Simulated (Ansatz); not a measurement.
Relaxed-ion elastic tensor of Ti3C2O2 in space group P-3m1 (No. 164; O on 2c, Ti on 2d, C on 2d, Ti on 1a) in GPa (Voigt order), plane-wave PAW PBEsol (Ansatz code); density 3.97 g/cm³, 11.92 Å³ per atom.

|  | 1 | 2 | 3 | 4 | 5 | 6 |
|---|---|---|---|---|---|---|
| 1 | 371 | 99.5 | 0.5 | 0.2 | 0.0 | 0.0 |
| 2 | 99.5 | 371 | 0.5 | -0.2 | 0.0 | 0.0 |
| 3 | 0.5 | 0.5 | 3.0 | 0.0 | 0.0 | 0.0 |
| 4 | 0.2 | -0.2 | 0.0 | -1.0 | 0.0 | 0.0 |
| 5 | 0.0 | 0.0 | 0.0 | 0.0 | -1.0 | 0.2 |
| 6 | 0.0 | 0.0 | 0.0 | 0.0 | 0.2 | 136 |

**Question.** Is the crystal mechanically stable?

**Answer.** On the edge, within the error: the smallest eigenvalue of C is -1.0 GPa.

The start of the workflow was typed in or built on a structure type; neither database checked (COD, Materials Project) lists it. Whether it is the stable phase at ambient conditions was not checked. The cell was relaxed with PBEsol under the symmetry of its start; of distortions, only those at the zone centre were tested. The workflow began spin-polarised and lost its moments. A crystal of weakly bound layers computed without a dispersion correction: the cell and the soft elastic constants depend strongly on that. As this level gives no gap, shear constants depend on the k-mesh and smearing (Fermi–Dirac, 0.1 eV here).

Potentials: the later of the program's two PAW sets.
